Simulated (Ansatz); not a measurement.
KBr:
```
CELL_PARAMETERS angstrom
      0.00000     3.35276     3.35276
      3.35276     0.00000     3.35276
      3.35276     3.35276     0.00000
ATOMIC_POSITIONS crystal
  K  0.00000 0.00000 0.00000
  Br 0.50000 0.50000 0.50000
```

Relaxed with PBE.

Question: Decompose the optical modes at the zone centre into irreducible representations, and say which are infrared and Raman allowed.

Answer: Point group m-3m: Γ_opt = T1u. Infrared: T1u. Raman: none.

Question: Assign frequencies (DFPT, the program Ansatz at the PBE level (PAW); without the LO–TO term).

Answer: T1u 100 cm⁻¹.

Space group Fm-3m (rock salt). The PBE relaxation kept the symmetry of its start; phonons on a q-mesh show no instability.

Potentials: the later of the program's two PAW sets.
